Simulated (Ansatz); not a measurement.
NiI$_{2}$, a database entry at a rescaled volume

```
CELL_PARAMETERS angstrom
3.87059 0.00000 0.00000
-1.93530 3.35203 0.00000
-1.93530 1.11734 6.50222
ATOMIC_POSITIONS crystal
Ni 0.00000 0.00000 0.00000
I 0.25000 0.75000 0.75000
I 0.75000 0.25000 0.25000
```

The numbers come from plane-wave PAW DFT (Ansatz): PBEsol, no spin polarisation, 420 eV, 10×10×10 Γ-centred k points, gaussian occupations (width 0.0448 eV). Nothing was relaxed.

**Formation energy.** 0.02 eV an atom against the elements' usual phases (free molecules for gases, crystals otherwise, with no correction for O₂ or N₂), too near zero to call. Relaxing would lower it.
**Stress.** The pressure is -5.2 GPa (compression positive), so with the atoms held at these fractions the cell would first shrink; the forces are large, so a full relaxation may end otherwise. The principal stresses -6.8, -4.3, -4.3 GPa differ, so its shape would change too.
**Forces.** The largest is on I2 (and as large on other atoms): 1.01 eV/Å, components (0.00, 0.00, 1.01). It makes 54° with the line to a nearest neighbour, Ni1 at 2.76 Å.
**At the Fermi level.** It is a metal, with about 5.2 states/eV a cell as the mean within 0.25 eV of the Fermi level, mostly Ni d (56 %) and I p (42 %).
**Charges.** Bader charges in e: Ni +0.40, I -0.20. In the mean Ni gives up most and I takes most.

Origin: a database entry at a rescaled volume. Caveats: no spin polarisation, so a magnetic state may lie lower.
